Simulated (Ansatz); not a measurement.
AlInN$_{2}$:
Space group I-42d (No. 122); a = b = 4.6983 Å, c = 9.2059 Å, α = β = γ = 90.00°

| atom | site | symmetry | x | y | z |
|---|---|---|---|---|---|
| Al | 4a | -4.. | 0.0000 | 0.0000 | 0.0000 |
| In | 4b | -4.. | 0.0000 | 0.0000 | 0.5000 |
| N | 8d | .2. | 0.2028 | 0.2500 | 0.1250 |
(The calculation used a cell of 8 atoms; values per cell refer to that cell.)

This is the PBEsol-relaxed structure.

All from plane-wave PAW PBEsol (Ansatz code), unless another level is named. Estimate the Debye temperature from the elastic constants.

548 K.

Next, the highest zone-centre frequency (without LO–TO term)?

692 cm^-1.

The workflow started from a Materials Project entry (that database holds measured and hypothetical structures alike); the Crystallography Open Database copy checked does not list it. Whether it is the stable phase at ambient conditions was not checked. The PBEsol relaxation kept the symmetry of its start; whether a distortion lowers the energy is not shown.

Potentials: the later of the program's two PAW sets.
